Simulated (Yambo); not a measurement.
```
CELL_PARAMETERS angstrom
      4.04560     0.00000     0.00000
     -2.02280     3.50360     0.00000
      0.00000     0.00000     6.48211
ATOMIC_POSITIONS crystal
  Li 0.66667 0.33333 0.87783
  Li 0.33333 0.66667 0.37783
  Br 0.66667 0.33333 0.49717
  Br 0.33333 0.66667 0.99717
```

LiBr (wurtzite, space group P6_3mc, No. 186): mean Im ε in 1 eV windows above the direct gap of 7.49 eV, for different electron-hole kernels (Yambo, broadening 0.15 eV, LDA (pw.x of Quantum ESPRESSO, ONCV potentials, no spin-orbit coupling) bands; 9×9×4 mesh, 6 valence and 4 conduction bands, static screening with 46 bands and a 4 Ry block, scissor 2.67 eV, Tamm-Dancoff; field along x).

```tsv
window (eV)	independent quasiparticles	BSE
7.5 to 8.5	0.7	4.5
8.5 to 9.5	2.2	3.4
9.5 to 10.5	5.2	2.8
10.5 to 11.5	4.4	2.6
```

This run doesn't resolve bound excitons or single peaks, so only averages are given, and they too depend on the mesh; weight that the attraction moves below the gap isn't listed. All transitions below 11.60 eV are in the band window. The scissor comes from a G0W0 run whose convergence isn't established.

Spin-orbit splittings are left out.

Geometry relaxed with LDA.

This is not the ordinary phase of the substance; no match was found in the copy of COD used, and its stability was not checked.
